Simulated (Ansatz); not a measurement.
A geometry of MoS2 away from equilibrium: the start of the relaxation of a relaxed MoS2 cell displaced along its unstable phonon at q = (½, 0, 0) of its primitive reciprocal cell (227i cm⁻¹), largest move 0.15 Å. All values below come from PBEsol (plane waves to 420 eV, PAW, scalar-relativistic; Ansatz, an electronic-structure program). Γ-centred k-mesh 6×12×12 on the run's cell (coarser than for final values), Fermi–Dirac smearing 0.05 eV.

```xyz
6
Lattice="3.1208 1.8018 12.1825 -1.5604 0.9009 6.0913 0.0000 -1.8018 6.0913" Properties=species:S:1:pos:R:3 pbc="T T T"
Mo    -0.1298    -0.0749    -0.0057
Mo     1.6902    -0.8260    12.1882
S      0.0056     0.0032     4.5528
S      1.5548     0.8977    10.5194
S     -0.0056    -0.0032    13.7210
S      1.5660     0.9042    19.9368
```

Problem. Give the Cartesian forces on all atoms (eV/Å).

Solution. 
```tsv
atom	Fx	Fy	Fz
Mo1	-0.17	-0.10	0.19
Mo2	0.17	0.10	-0.19
S3	-0.05	-0.03	0.39
S4	-0.18	-0.11	-0.06
S5	0.05	0.03	-0.39
S6	0.18	0.11	0.06
```

Problem. What is the pressure?

Solution. +0.8 GPa, compression positive.

Problem. How far above the relaxed end point is this geometry?

Solution. 0.05 eV/atom; the path ends in C2/m (No. 12).

No spin polarisation in the result. Without a van der Waals term the distances between weakly bound units are poorly fixed.

The run could not lose the symmetry of its start: the end is stationary, and may be a saddle point rather than a minimum.

Of the parent cell (R-3m (No. 166)): The first start was generated by placing the elements on the sites of a structure type. A measured structure of MoS2 has the same space group, R-3m (No. 166); the sites were not compared with it. Another known form has space group No. 160.

The end of the path is a generated cell of MoS2: the first start was made by placing the elements on the sites of a structure type, and the end was not matched to a known phase here, so it may be hypothetical. Known forms of MoS2 include space group No. 160, 194.
